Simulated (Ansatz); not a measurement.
Ru₂C:
```yaml
crystal:
  lattice:
    - [2.77003, 0.00000, 0.00000]
    - [-1.38501, 2.39892, 0.00000]
    - [0.00000, 0.00000, 4.96495]
  atoms:
    - { symbol: C, position: [0.00000, 0.00000, 0.00000] }
    - { symbol: Ru, position: [0.33333, 0.66667, 0.26630] }
    - { symbol: Ru, position: [0.66667, 0.33333, 0.73370] }
```

This is the PBEsol-relaxed structure. Cartesian axes are those of the cell as given.

Task: All from DFT-PBEsol in the program Ansatz with PAW potentials, unless another level is named. Give the Young's modulus.

Result: 169 GPa.

Task: And the elastic constants (relaxed ions, GPa)?

Result: C11 = 392, C12 = 241, C13 = 237, C14 = 37.0, C33 = 557, C44 = 48.8.

Task: What about the highest zone-centre frequency?

Result: 674 cm⁻¹.

Space group P-3m1. The cell is a constructed one: a structure type filled with these elements; neither database checked (COD, Materials Project) lists it. Whether it is the stable phase at ambient conditions was not checked. The PBEsol relaxation kept the symmetry of its start; whether a distortion lowers the energy is not shown. No spin polarisation was allowed. As this level gives no gap, shear constants depend on the k-mesh and smearing (Fermi–Dirac, 0.1 eV here). As this level gives no gap, phonon frequencies hold no LO–TO term and depend on the k-mesh and smearing (Fermi–Dirac, 0.1 eV here). On the denser mesh and wider smearing of the elastic run this cell carries a stress of 0.7 GPa.

Potentials: the earlier of the program's two PAW sets. The files were generated under PBE; for other functionals the program regenerates the frozen cores, and for LDA and PBEsol the local potential too.
